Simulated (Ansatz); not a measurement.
Ansatz (an electronic-structure program) input:

Ansatz 0.2 input:
```yaml
crystal:
  lattice:
    - [3.0696972348, 0.0, 0.0]
    - [-1.5348486174, 2.6584357872, 0.0]
    - [0.0, 0.0, 18.6298015558]
  atoms:
    - { symbol: Ti, position: [0.6666666667, 0.3333333333, 0.3728814381] }
    - { symbol: Ti, position: [0.3333333333, 0.6666666667, 0.6271185619] }
    - { symbol: Ti, position: [0.3333333333, 0.6666666667, 0.8728814381] }
    - { symbol: Ti, position: [0.6666666667, 0.3333333333, 0.1271185619] }
    - { symbol: Ti, position: [0.0, 0.0, 0.5] }
    - { symbol: Ti, position: [0.0, 0.0, 0.0] }
    - { symbol: Al, position: [0.0, 0.0, 0.75] }
    - { symbol: Al, position: [0.0, 0.0, 0.25] }
    - { symbol: C, position: [0.3333333333, 0.6666666667, 0.4305459668] }
    - { symbol: C, position: [0.6666666667, 0.3333333333, 0.5694540332] }
    - { symbol: C, position: [0.6666666667, 0.3333333333, 0.9305459668] }
    - { symbol: C, position: [0.3333333333, 0.6666666667, 0.0694540332] }
kpoints:
  mp_grid: { grid: [27, 27, 4] }
hamiltonian:
  xc: r2scan
  pseudopotentials: { azcp: { folder: ./paw }, kind: paw }
scf:
  occupations: { method: fermi_dirac, width: 0.1 }
elastic: { mode: relaxed_ion, stencil: two_point, amplitude: 0.005, f_tol: 0.0005 }
```

Output (shortened):

```
Pseudopotential: Ti, paw, valence charge 12
Pseudopotential: Al, paw, valence charge 3
Pseudopotential: C, paw, valence charge 4
Functional definition: r2SCAN
Crystal: 12 atoms, lattice volume = 152.030 Å³
Basis set: ecut = 500 eV, 3895 PW (Γ), exchange–correlation on 96×96×576 points (64 copies of the dense FFT grid, shifted against one another)
Bands: 59, of which v1, the nominal top of the filled ones, is band 47 counted from 1 (46 counted from 0)
Symmetry: 24 space group operations
Space group: P63/mmc (ITA 194), of the structure as read, at distance tolerance 5.3e-5 Å
k-points: 225 of 2916
SCF 1 converged in 17 iterations: F = -17124.464059 eV  dr2 = 4.33e-15
relax step   1: F+E_penalty+E_count = -17124.46405931 eV  Δ(F+E_penalty+E_count) = +0.000e0 eV  max|allowed force component| = 9.642e-3 eV/Å  Δτ_max = 0.0000 Å  (17 SCF iters, accepted)
Crystal: 12 atoms, lattice volume = 152.030 Å³
SCF 2 converged in 11 iterations: F = -17124.464069 eV  dr2 = 3.63e-14
relax step   2: F+E_penalty+E_count = -17124.46406863 eV  Δ(F+E_penalty+E_count) = -9.319e-6 eV  max|allowed force component| = 3.213e-3 eV/Å  Δτ_max = 0.0003 Å  (11 SCF iters, accepted)
Crystal: 12 atoms, lattice volume = 152.030 Å³
SCF 3 converged in 10 iterations: F = -17124.464070 eV  dr2 = 5.25e-14
relax step   3: F+E_penalty+E_count = -17124.46406984 eV  Δ(F+E_penalty+E_count) = -1.211e-6 eV  max|allowed force component| = 3.526e-4 eV/Å  Δτ_max = 0.0001 Å  (10 SCF iters, accepted)
Crystal: 12 atoms, lattice volume = 152.030 Å³
SCF 4 converged in 10 iterations: F = -17124.464070 eV  dr2 = 4.34e-14
Crystal: 12 atoms, lattice volume = 152.030 Å³
SCF 5 converged in 2 iterations: F = -17124.464070 eV  dr2 = 5.23e-15
Crystal: 12 atoms, lattice volume = 151.270 Å³
Basis set: ecut = 500 eV, 3879 PW (Γ), exchange–correlation on 96×96×576 points (64 copies of the dense FFT grid, shifted against one another)
Symmetry: 8 space group operations
k-points: 588 of 2916
SCF 6 converged in 14 iterations: F = -17124.459346 eV  dr2 = 1.25e-14
relax step   1: F+E_penalty+E_count = -17124.45934596 eV  Δ(F+E_penalty+E_count) = +0.000e0 eV  max|allowed force component| = 3.594e-2 eV/Å  Δτ_max = 0.0000 Å  (14 SCF iters, accepted)
Crystal: 12 atoms, lattice volume = 151.270 Å³
SCF 7 converged in 12 iterations: F = -17124.459483 eV  dr2 = 5.86e-14
relax step   2: F+E_penalty+E_count = -17124.45948329 eV  Δ(F+E_penalty+E_count) = -1.373e-4 eV  max|allowed force component| = 1.265e-2 eV/Å  Δτ_max = 0.0074 Å  (12 SCF iters, accepted)
Crystal: 12 atoms, lattice volume = 151.270 Å³
SCF 8 converged in 12 iterations: F = -17124.459552 eV  dr2 = 7.32e-14
relax step   3: F+E_penalty+E_count = -17124.45955213 eV  Δ(F+E_penalty+E_count) = -6.883e-5 eV  max|allowed force component| = 1.855e-3 eV/Å  Δτ_max = 0.0025 Å  (12 SCF iters, accepted)
Crystal: 12 atoms, lattice volume = 151.270 Å³
SCF 9 converged in 9 iterations: F = -17124.459553 eV  dr2 = 3.82e-14
relax step   4: F+E_penalty+E_count = -17124.45955291 eV  Δ(F+E_penalty+E_count) = -7.829e-7 eV  max|allowed force component| = 5.257e-4 eV/Å  Δτ_max = 0.0003 Å  (9 SCF iters, accepted)
Crystal: 12 atoms, lattice volume = 151.270 Å³
SCF 10 converged in 8 iterations: F = -17124.459553 eV  dr2 = 2.94e-14
relax step   5: F+E_penalty+E_count = -17124.45955296 eV  Δ(F+E_penalty+E_count) = -4.809e-8 eV  max|allowed force component| = 8.458e-6 eV/Å  Δτ_max = 0.0001 Å  (8 SCF iters, accepted)
Crystal: 12 atoms, lattice volume = 151.270 Å³
SCF 11 converged in 2 iterations: F = -17124.459553 eV  dr2 = 7.44e-15
Crystal: 12 atoms, lattice volume = 152.790 Å³
Basis set: ecut = 500 eV, 3903 PW (Γ), exchange–correlation on 96×96×576 points (64 copies of the dense FFT grid, shifted against one another)
SCF 12 converged in 14 iterations: F = -17124.459441 eV  dr2 = 1.25e-14
relax step   1: F+E_penalty+E_count = -17124.45944123 eV  Δ(F+E_penalty+E_count) = +0.000e0 eV  max|allowed force component| = 3.558e-2 eV/Å  Δτ_max = 0.0000 Å  (14 SCF iters, accepted)
Crystal: 12 atoms, lattice volume = 152.790 Å³
SCF 13 converged in 12 iterations: F = -17124.459643 eV  dr2 = 3.95e-14
relax step   2: F+E_penalty+E_count = -17124.45964309 eV  Δ(F+E_penalty+E_count) = -2.019e-4 eV  max|allowed force component| = 8.052e-4 eV/Å  Δτ_max = 0.0045 Å  (12 SCF iters, accepted)
Crystal: 12 atoms, lattice volume = 152.790 Å³
SCF 14 converged in 9 iterations: F = -17124.459643 eV  dr2 = 4.82e-14
relax step   3: F+E_penalty+E_count = -17124.45964321 eV  Δ(F+E_penalty+E_count) = -1.159e-7 eV  max|allowed force component| = 2.045e-5 eV/Å  Δτ_max = 0.0001 Å  (9 SCF iters, accepted)
Crystal: 12 atoms, lattice volume = 152.790 Å³
SCF 15 converged in 2 iterations: F = -17124.459643 eV  dr2 = 2.48e-14
Crystal: 12 atoms, lattice volume = 151.270 Å³
SCF 16 converged in 14 iterations: F = -17124.458845 eV  dr2 = 1.37e-14
relax step   1: F+E_penalty+E_count = -17124.45884481 eV  Δ(F+E_penalty+E_count) = +0.000e0 eV  max|allowed force component| = 7.676e-2 eV/Å  Δτ_max = 0.0000 Å  (14 SCF iters, accepted)
Crystal: 12 atoms, lattice volume = 151.270 Å³
SCF 17 converged in 14 iterations: F = -17124.459049 eV  dr2 = 1.11e-14
relax step   2: F+E_penalty+E_count = -17124.45904933 eV  Δ(F+E_penalty+E_count) = -2.045e-4 eV  max|allowed force component| = 4.563e-2 eV/Å  Δτ_max = 0.0097 Å  (14 SCF iters, accepted)
Crystal: 12 atoms, lattice volume = 151.270 Å³
SCF 18 converged in 13 iterations: F = -17124.459693 eV  dr2 = 6.33e-14
relax step   3: F+E_penalty+E_count = -17124.45969259 eV  Δ(F+E_penalty+E_count) = -6.433e-4 eV  max|allowed force component| = 4.217e-4 eV/Å  Δτ_max = 0.0042 Å  (13 SCF iters, accepted)
Crystal: 12 atoms, lattice volume = 151.270 Å³
SCF 19 converged in 2 iterations: F = -17124.459693 eV  dr2 = 1.34e-14
Crystal: 12 atoms, lattice volume = 152.790 Å³
Basis set: ecut = 500 eV, 3909 PW (Γ), exchange–correlation on 96×96×576 points (64 copies of the dense FFT grid, shifted against one another)
SCF 20 converged in 14 iterations: F = -17124.460021 eV  dr2 = 2.87e-14
relax step   1: F+E_penalty+E_count = -17124.46002057 eV  Δ(F+E_penalty+E_count) = +0.000e0 eV  max|allowed force component| = 7.669e-2 eV/Å  Δτ_max = 0.0000 Å  (14 SCF iters, accepted)
Crystal: 12 atoms, lattice volume = 152.790 Å³
SCF 21 converged in 14 iterations: F = -17124.460895 eV  dr2 = 3.55e-14
relax step   2: F+E_penalty+E_count = -17124.46089495 eV  Δ(F+E_penalty+E_count) = -8.744e-4 eV  max|allowed force component| = 1.947e-3 eV/Å  Δτ_max = 0.0054 Å  (14 SCF iters, accepted)
Crystal: 12 atoms, lattice volume = 152.790 Å³
SCF 22 converged in 10 iterations: F = -17124.460896 eV  dr2 = 8.33e-14
relax step   3: F+E_penalty+E_count = -17124.46089582 eV  Δ(F+E_penalty+E_count) = -8.620e-7 eV  max|allowed force component| = 4.135e-6 eV/Å  Δτ_max = 0.0002 Å  (10 SCF iters, accepted)
Crystal: 12 atoms, lattice volume = 152.790 Å³
SCF 23 converged in 2 iterations: F = -17124.460896 eV  dr2 = 1.62e-14
Crystal: 12 atoms, lattice volume = 152.029 Å³
Basis set: ecut = 500 eV, 3889 PW (Γ), exchange–correlation on 96×96×576 points (64 copies of the dense FFT grid, shifted against one another)
Symmetry: 4 space group operations
k-points: 770 of 2916
SCF 24 converged in 14 iterations: F = -17124.462069 eV  dr2 = 5.61e-15
relax step   1: F+E_penalty+E_count = -17124.46206867 eV  Δ(F+E_penalty+E_count) = +0.000e0 eV  max|allowed force component| = 4.212e-2 eV/Å  Δτ_max = 0.0000 Å  (14 SCF iters, accepted)
Crystal: 12 atoms, lattice volume = 152.029 Å³
SCF 25 converged in 13 iterations: F = -17124.462489 eV  dr2 = 5.67e-14
relax step   2: F+E_penalty+E_count = -17124.46248857 eV  Δ(F+E_penalty+E_count) = -4.199e-4 eV  max|allowed force component| = 1.075e-2 eV/Å  Δτ_max = 0.0067 Å  (13 SCF iters, accepted)
Crystal: 12 atoms, lattice volume = 152.029 Å³
SCF 26 converged in 11 iterations: F = -17124.462512 eV  dr2 = 5.89e-14
relax step   3: F+E_penalty+E_count = -17124.46251239 eV  Δ(F+E_penalty+E_count) = -2.383e-5 eV  max|allowed force component| = 2.201e-3 eV/Å  Δτ_max = 0.0010 Å  (11 SCF iters, accepted)
Crystal: 12 atoms, lattice volume = 152.029 Å³
SCF 27 converged in 10 iterations: F = -17124.462513 eV  dr2 = 6.50e-15
relax step   4: F+E_penalty+E_count = -17124.46251299 eV  Δ(F+E_penalty+E_count) = -5.989e-7 eV  max|allowed force component| = 1.944e-4 eV/Å  Δτ_max = 0.0001 Å  (10 SCF iters, accepted)
Crystal: 12 atoms, lattice volume = 152.029 Å³
SCF 28 converged in 2 iterations: F = -17124.462513 eV  dr2 = 3.90e-15
Crystal: 12 atoms, lattice volume = 152.029 Å³
SCF 29 converged in 13 iterations: F = -17124.462069 eV  dr2 = 9.07e-14
relax step   1: F+E_penalty+E_count = -17124.46206867 eV  Δ(F+E_penalty+E_count) = +0.000e0 eV  max|allowed force component| = 4.212e-2 eV/Å  Δτ_max = 0.0000 Å  (13 SCF iters, accepted)
Crystal: 12 atoms, lattice volume = 152.029 Å³
SCF 30 converged in 12 iterations: F = -17124.462511 eV  dr2 = 5.89e-14
relax step   2: F+E_penalty+E_count = -17124.46251103 eV  Δ(F+E_penalty+E_count) = -4.424e-4 eV  max|allowed force component| = 2.460e-3 eV/Å  Δτ_max = 0.0055 Å  (12 SCF iters, accepted)
Crystal: 12 atoms, lattice volume = 152.029 Å³
SCF 31 converged in 12 iterations: F = -17124.462513 eV  dr2 = 8.81e-14
relax step   3: F+E_penalty+E_count = -17124.46251270 eV  Δ(F+E_penalty+E_count) = -1.670e-6 eV  max|allowed force component| = 9.658e-4 eV/Å  Δτ_max = 0.0004 Å  (12 SCF iters, accepted)
Crystal: 12 atoms, lattice volume = 152.029 Å³
SCF 32 converged in 11 iterations: F = -17124.462513 eV  dr2 = 4.71e-14
relax step   4: F+E_penalty+E_count = -17124.46251299 eV  Δ(F+E_penalty+E_count) = -2.900e-7 eV  max|allowed force component| = 1.346e-4 eV/Å  Δτ_max = 0.0001 Å  (11 SCF iters, accepted)
Crystal: 12 atoms, lattice volume = 152.029 Å³
SCF 33 converged in 2 iterations: F = -17124.462513 eV  dr2 = 8.23e-15
SCF converged after 2 iterations
Stability not checked: this state was not tested for a lower state beside it, because too few of the mixer's solves of this state at the end of the SCF gave a …
Free energy (F): -17124.464070 eV
Harris-Foulkes:  -17124.464070 eV  (|F-HF|=3.64e-12)
Internal energy: -17124.349515 eV  (E = F + TS)
E sigma→0 (E₀):  -17124.406792 eV
Entropy (-TS):   -0.114555 eV (-9.546 meV/atom)
Fermi energy:    12.392646 eV
--- Per-component energies (eV) ---
  E_band       = -974.974131
  E_kinetic    = 2075.937629
  E_local      = -9100.786483  (includes V_loc(G=0)·N_el)
  E_nonlocal   = 466.023018
  E_hartree    = 3951.305382
  E_xc         = -934.482372
  E_vxc        = -1290.002715  (∫ρ·V_xc dr)
  E_paw        = -7655.415589  (= ΣΔE_a)
  E_vpaw       = -1106.237204  (= ΣTr[D̂ρ^β])
  E_aug_tail   = -0.000142  (compensation charges beyond the density's cutoff)
  E_vtau       = 77.480996  (kinetic-family band-sum trace: ∫τ·v_τ [+ j·A + Jᵃ·Aᵃ] dr)
  E_ewald      = -5925.190908
  E_core_change = -1.740050  (= ΣΔE_core)
  E_smearing   = -0.114555  (= −TS)
  E_closure    = 0.000000  (closes the sum)
  Σ components = -17124.464070   (vs F -17124.464070, Δ=0.00e0)
--- Forces (eV/Å), atoms counted from 1 ---
  atom   1  Ti     0.00000000     0.00000000     0.00035256
  atom   2  Ti     0.00000000     0.00000000    -0.00035256
  atom   3  Ti     0.00000000     0.00000000     0.00035256
  atom   4  Ti     0.00000000     0.00000000    -0.00035256
  atom   5  Ti     0.00000000     0.00000000     0.00000000
  atom   6  Ti     0.00000000     0.00000000     0.00000000
  atom   7  Al     0.00000000     0.00000000     0.00000000
  atom   8  Al     0.00000000     0.00000000     0.00000000
  atom   9  C      0.00000000     0.00000000     0.00009977
  atom  10  C      0.00000000     0.00000000    -0.00009977
  atom  11  C      0.00000000     0.00000000     0.00009977
  atom  12  C      0.00000000     0.00000000    -0.00009977
  max |Σ_I F_I| component: 3.53e-17 eV/Å
--- Stress (GPa, compression-positive) ---
       -0.000598       0.000000       0.000000
        0.000000      -0.000598       0.000000
        0.000000       0.000000       0.117156
  P = ⅓ Tr σ = 0.0387 GPa (0.387 kbar)
--- Band table (eV; the first three rows and the last of 225) ---
  k-point 0: bands = ["-46.6798", "-46.6798", "-46.5852", "-46.5851", "-46.5683", "-46.5683", "-22.1480", "-22.1470", "-21.8867", "-21.8843", "-21.6941", "-21.6941", "-21.6941", "-21.6941", "-21.6724", "-21.6710", "-21.6033", "-21.6033", "-21.6033", …
  k-point 1: bands = ["-46.6798", "-46.6798", "-46.5851", "-46.5851", "-46.5683", "-46.5683", "-22.1479", "-22.1472", "-21.8863", "-21.8846", "-21.6941", "-21.6941", "-21.6941", "-21.6941", "-21.6722", "-21.6712", "-21.6033", "-21.6033", "-21.6033", …
  k-point 2: bands = ["-46.6798", "-46.6798", "-46.5851", "-46.5851", "-46.5683", "-46.5683", "-22.1475", "-22.1475", "-21.8855", "-21.8855", "-21.6941", "-21.6941", "-21.6941", "-21.6941", "-21.6717", "-21.6717", "-21.6033", "-21.6033", "-21.6033", …
  k-point 224: bands = ["-46.6094", "-46.6094", "-46.5309", "-46.5309", "-46.5309", "-46.5309", "-22.0205", "-22.0205", "-22.0203", "-22.0203", "-21.9910", "-21.9910", "-21.8639", "-21.8639", "-21.8637", "-21.8637", "-21.8423", "-21.8423", "-21.7486", …
--- Elastic constants: 3 strain directions × 2 members + reference (group order 24) ---
  dense FFT box of the reference and of every strained cell: 24×24×144
  strains applied: 11, 33, 23; error gains …
  reference relaxed by the batch: 3 steps …
  largest displacement 4.3e-4 Å; the constants are those of the deck's cell at these positions:
  atoms:
    - { symbol: Ti, position: [0.6666666666666666, 0.3333333333333333, 0.3728715800532133] }
    - { symbol: Ti, position: [0.3333333333333333, 0.6666666666666666, 0.6271284199467868] }
    - { symbol: Ti, position: [0.3333333333333333, 0.6666666666666666, 0.8728715800532132] }
    - { symbol: Ti, position: [0.6666666666666666, 0.3333333333333333, 0.12712841994678672] }
    - { symbol: Ti, position: [0.0, 0.0, 0.5] }
    - { symbol: Ti, position: [0.0, 0.0, 0.0] }
    - { symbol: Al, position: [0.0, 0.0, 0.75] }
    - { symbol: Al, position: [0.0, 0.0, 0.25] }
    - { symbol: C, position: [0.3333333333333333, 0.6666666666666666, 0.4305689151586363] }
    - { symbol: C, position: [0.6666666666666666, 0.3333333333333333, 0.5694310848413636] }
    - { symbol: C, position: [0.6666666666666666, 0.3333333333333333, 0.9305689151586365] }
    - { symbol: C, position: [0.3333333333333333, 0.6666666666666666, 0.06943108484136368] }
  C = ∂σ_k/∂η_j (tension-positive GPa; Voigt order 11 22 33 23 13 12):
       376.853     79.973     71.013      0.000      0.000      0.000
        79.973    376.853     71.013      0.000      0.000      0.000
        71.119     71.119    318.574      0.000      0.000      0.000
         0.000      0.000      0.000    131.249      0.000      0.000
         0.000      0.000      0.000      0.000    131.249      0.000
         0.000      0.000      0.000      0.000      0.000    148.440
  reference stress σ⁰ (GPa):      0.001      0.001     -0.117      0.000      0.000      0.000
  moduli (Voigt/Reuss/Hill, GPa): K = 168.50/167.26/167.88   G = 138.87/138.21/138.54   E = 325.95   ν = 0.176
  mechanically stable: yes (min eigenvalue of sym C = 131.25 GPa)
  strain η (Voigt 11):  stress-route row diagonal C_11 = 376.85 GPa, energy-path curvature d²(F+E_count+ΔE)/dδ²/Ω₀ = 376.84 GPa
         δ    σ_11 (GPa)             F (eV)   n_scf  n_hpsi   n_pw
    -5.000e-3      -1.9126      -17124.4595530       2  280310   3908   relax 5 steps, max|allowed force component| 8.46e-6 eV/Å
     5.000e-3       1.8559      -17124.4596432       2  279394   3930   relax 3 steps, max|allowed force component| 2.04e-5 eV/Å
  strain η (Voigt 33):  stress-route row diagonal C_33 = 318.57 GPa, energy-path curvature d²(F+E_count+ΔE)/dδ²/Ω₀ = 318.58 GPa
         δ    σ_33 (GPa)             F (eV)   n_scf  n_hpsi   n_pw
    -5.000e-3      -1.7343      -17124.4596926       2  107486   3908   relax 3 steps, max|allowed force component| 4.22e-4 eV/Å
     5.000e-3       1.4515      -17124.4608958       2  106874   3932   relax 3 steps, max|allowed force component| 4.13e-6 eV/Å
  strain η (Voigt 23):  stress-route row diagonal C_44 = 131.25 GPa, energy-path curvature d²(F+E_count+ΔE)/dδ²/Ω₀ = 131.30 GPa
         δ    σ_23 (GPa)             F (eV)   n_scf  n_hpsi   n_pw
    -5.000e-3      -0.6563      -17124.4625130       2  366267   3916   relax 4 steps, max|allowed force component| 1.94e-4 eV/Å
     5.000e-3       0.6562      -17124.4625130       2  368271   3916   relax 4 steps, max|allowed force component| 1.35e-4 eV/Å
```

Cost: roughly 4 core-hours on shared cores.

Space group P6_3/mmc. The first step of the workflow began from a Materials Project structure, measured or hypothetical; the Crystallography Open Database files this formula in space group No. 194, but the cells were not matched. Whether it is the stable phase at ambient conditions was not checked. The cell was relaxed with r²SCAN under the symmetry of its start; whether a distortion lowers the energy is not shown. The run is not spin-polarised. As this level gives no gap, shear constants depend on the k-mesh and smearing (Fermi–Dirac, 0.1 eV here).

Potentials: the earlier of the program's two PAW sets. The files were generated under PBE; for other functionals the program regenerates the frozen cores, and for LDA and PBEsol the local potential too.

Ansatz is a plane-wave DFT program.
